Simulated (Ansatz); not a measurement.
Ta₂SnN:
```cif
data_N2Sn2Ta4
_chemical_formula_sum 'Sn2 Ta4 N2'
_space_group_name_H-M_alt 'P63/mmc'
_space_group_IT_number 194
_space_group_name_Hall '-P 6c 2c'
_cell_length_a 3.25955
_cell_length_b 3.25955
_cell_length_c 13.44747
_cell_angle_alpha 90.000
_cell_angle_beta 90.000
_cell_angle_gamma 120.000
loop_
_atom_site_label
_atom_site_type_symbol
_atom_site_symmetry_multiplicity
_atom_site_Wyckoff_symbol
_atom_site_fract_x
_atom_site_fract_y
_atom_site_fract_z
_atom_site_occupancy
Sn1 Sn 2 d 0.66667 0.33333 0.25000 1
Ta1 Ta 4 f 0.33333 0.66667 0.08069 1
N1 N 2 a 0.00000 0.00000 0.00000 1
```

Relaxed with r²SCAN.

### Question
Tabulate the valence density and the electron localisation function along the shortest Sn–Ta contact (2.95 Å), the program Ansatz at the r²SCAN level (PAW).

### Answer


```tsv
distance from Sn (Å)	density (e/Å³)	ELF
0.30	9.61	0.00
0.44	6.67	0.02
0.59	3.88	0.09
0.74	1.85	0.20
0.89	0.81	0.29
1.03	0.47	0.34
1.18	0.36	0.42
1.33	0.30	0.47
1.48	0.27	0.41
1.62	0.27	0.26
1.77	0.33	0.17
1.92	0.50	0.21
2.07	1.00	0.45
2.22	2.10	0.68
2.36	3.61	0.75
2.51	4.67	0.67
2.66	4.54	0.37
```

The density is the valence pseudo-density with augmentation charge, so density and ELF within about 1 Å of a nucleus are not all-electron values.

Space group P6_3/mmc. The start of the workflow was typed in or built on a structure type; neither database checked (COD, Materials Project) lists it. Whether it is the stable phase at ambient conditions was not checked. Symmetry was held in the r²SCAN relaxation; whether a distortion lowers the energy is not shown. The run is not spin-polarised. Scalar-relativistic: spin–orbit coupling is off unless named, which matters more the heavier the elements.

Potentials: the earlier of the program's two PAW sets.
